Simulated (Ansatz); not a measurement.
Ru (dhcp (α-La type), P6_3/mmc) at seven volumes, plane-wave PAW PBE (Ansatz code), shape and atoms relaxed at each. One row is withheld.

| V (Å³/atom) | P (GPa) |
|---|---|
| 12.577 | 36.49 |
| 12.991 | 22.16 |
| 13.406 | 10.11 |
| 13.820 | 0.00 |
| 14.235 | ? |
| 14.650 | -15.57 |
| 15.064 | -21.49 |

### Question
Fit the shown pressures and predict the withheld one.

### Answer
P = (3/2)B₀(x^(7/2) − x^(5/2))[1 + (3/4)(B′ − 4)(x − 1)] with x = (V₀/V)^(2/3). Least squares on the six rows gives V₀ = 13.821 Å³/atom, B₀ = 308 GPa, B′ = 4.86. At V = 14.235, x = 0.9805 and P = -8.46 GPa. The run itself gave -8.48 GPa.

The start of the workflow was typed in or built on a structure type. Its sites differ from those of the usual phase in this space group: another stacking or structure type. The PBE relaxation kept the symmetry of its start; whether a distortion lowers the energy is not shown. No spin polarisation was allowed.

Potentials: the earlier of the program's two PAW sets.
